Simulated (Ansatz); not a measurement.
Consider the following.

Pb:
```
Pb
1.0
    0.00000     2.44083     2.44083
    2.44083     0.00000     2.44083
    2.44083     2.44083     0.00000
Pb
1
Direct
  0.00000   0.00000   0.00000
```

This is the LDA-relaxed structure.

Task: All from LDA (plane waves, PAW; program Ansatz), unless another level is named. Estimate the Debye temperature from the elastic constants.

Result: 110 K.

Task: Next, the elastic constants (relaxed ions, GPa)?

Result: C11 = 59.5, C12 = 48.2, C44 = 19.5.

Space group Fm-3m (fcc (Cu type)). The cell was relaxed with LDA under the symmetry of its start. As this level gives no gap, shear constants depend on the k-mesh and smearing (Fermi–Dirac, 0.1 eV here). Spin–orbit coupling is left out wherever it is not named.

Potentials: the earlier of the program's two PAW sets.
